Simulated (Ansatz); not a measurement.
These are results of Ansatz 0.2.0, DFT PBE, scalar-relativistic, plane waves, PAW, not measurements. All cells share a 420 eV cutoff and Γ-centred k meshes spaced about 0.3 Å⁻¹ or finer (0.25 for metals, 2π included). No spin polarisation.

These are static total energies at zero pressure.

Two relaxed structures of ScGa5S:

A.

Space group P4/mmm (No. 123). a = 3.681 Å, b = 3.681 Å, c = 10.273 Å, α = 90.00°, β = 90.00°, γ = 90.00°
| atom | site | symmetry | x | y | z |
| --- | --- | --- | --- | --- | --- |
| Sc | 1a | 4/mmm | 0.0000 | 0.0000 | 0.0000 |
| Ga | 1b | 4/mmm | 0.0000 | 0.0000 | 0.5000 |
| Ga | 4i | 2mm. | 0.0000 | 0.5000 | 0.2832 |
| S | 1c | 4/mmm | 0.5000 | 0.5000 | 0.0000 |

B.

Space group P4/mmm (No. 123). a = 3.837 Å, b = 3.837 Å, c = 9.028 Å, α = 90.00°, β = 90.00°, γ = 90.00°
| atom | site | symmetry | x | y | z |
| --- | --- | --- | --- | --- | --- |
| Sc | 1b | 4/mmm | 0.0000 | 0.0000 | 0.5000 |
| Ga | 4i | 2mm. | 0.5000 | 0.0000 | 0.7874 |
| Ga | 1c | 4/mmm | 0.5000 | 0.5000 | 0.0000 |
| S | 1d | 4/mmm | 0.5000 | 0.5000 | 0.5000 |

**Question.** Which placement of the atoms is lower in energy, and by how much?

**Answer.** They are level within the accuracy (5 meV/atom apart, with B the lower in these runs). The two share one framework of sites and differ in which element sits where. A has space group P4/mmm (No. 123), 19.9 Å³/atom and no gap on its mesh; B has space group P4/mmm (No. 123), 19.0 Å³/atom and no gap. Counting Ga or Sc atoms around S (for each partner element, those within 1.25 times its shortest distance or 1.15 times the sum of covalent radii, where it is the nearest in units of that sum or under 1.3), A and B both have S 4. In A, Sc is surrounded by 4 S at 2.60 Å, 8 Ga at 3.44 Å and 4 Sc at 3.68 Å; Ga on a site of symmetry 4/mmm is surrounded by 8 Ga at 2.89 Å; around S lie 4 Sc at 2.60 Å; 1 more site not described. In B, Sc is surrounded by 4 S at 2.71 Å and 8 Ga at 3.23 Å; around Ga on a site of symmetry 2mm lie 6 Ga at 2.71 Å, 2 S at 3.23 Å and 2 Sc at 3.23 Å; around S lie 4 Sc at 2.71 Å and 8 Ga at 3.23 Å; 1 more site not described. Both come from invented guesses. The lowest form computed isn't among them: it has space group P4/nmm (No. 129), 18.7 Å³/atom and lies 105 meV/atom below the best shown.

For metals, differences of a few meV/atom aren't resolved.
